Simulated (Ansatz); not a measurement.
LuAgO₂ (R-3m): several responses side by side

Conventional cell: a = 3.391 Å, b = 3.391 Å, c = 18.489 Å, α = 90.00°, β = 90.00°, γ = 120.00°. Lu (atom 1) has 6 O at 2.22 Å as nearest neighbours. Ag (atom 2) is surrounded by 2 O at 2.04 Å. O (atom 3) is surrounded by 1 Ag at 2.04 Å and 3 Lu at 2.22 Å.

The structure is one entry of a database and needn't be the stable phase. Ansatz runs use the cell relaxed by PAW under their functional.

**Question.** What are its gap and electron mass? (PBEsol, all-electron LAPW in Ansatz 0.2.0, scalar-relativistic; a = 3.391, c = 18.489 Å; k mesh 8×8×8, fixed occupations, basis error target 1 meV/atom)

**Answer.** Kohn-Sham band edges (the gap between refined extrema, the direct gap on the fine mesh): gap = 2.15 eV, least direct gap = 2.96 eV, electron conductivity mass = 0.504 mₑ, ε∞ without local fields (PAW) = 5.83.

**Question.** How stiff is it? (PBEsol, all-electron LAPW in Ansatz 0.2.0, scalar-relativistic; a = 3.391, c = 18.489 Å; k mesh 8×8×8, strains of ±0.005, fixed occupations, basis error target 1 meV/atom)

**Answer.** Elastic moduli (Hill averages, relaxed ions; θ_D from sound speeds over directions): B = 123 GPa, G = 33.2 GPa, C11 = 186 GPa, C33 = 297 GPa, C44 = 10.6 GPa, ν = 0.376, θ_D = 251 K.

**Question.** How does it vibrate? (PBEsol, all-electron LAPW in Ansatz 0.2.0, scalar-relativistic; a = 3.391, c = 18.489 Å; k mesh 6×6×6, fixed occupations, basis error target 1 meV/atom; q mesh 1×1×1)

**Answer.** Harmonic phonons by finite displacements (no LO-TO term; negative means unstable): highest mode = 619 cm⁻¹, lowest optical at Γ = 77.5 cm⁻¹.

**Question.** How does it screen a field? (PBEsol, PAW on Ansatz 0.2.0's default frozen-core files (fitted under PBE), scalar-relativistic; a = 3.391, c = 18.489 Å; k mesh 6×6×6, fixed occupations, cutoff 420 eV)

**Answer.** Dielectric response and Born charges by linear response (direction means): ε∞ = 5.42, largest |Z*| = 3.93 e, ε₀ = 11.2.

**Question.** How much do local fields and the kernel change ε∞?

**Answer.** From 5.83 (independent particles) to 5.42 (linear response), -7 %. The two sums use different k meshes, so a part of a few per cent can be the mesh's.

Caveats: no spin-orbit coupling on heavy atoms (band edges); semilocal gaps are low, and light masses and ε∞ follow the gap (band edges); zone-boundary modes aren't tested (phonons, field response); frozen-core PAW files fitted under PBE, their cores solved anew for the functional of the run (field response); field response not resolved by the mesh (field response); semilocal gaps are low, so ε∞ comes out large.
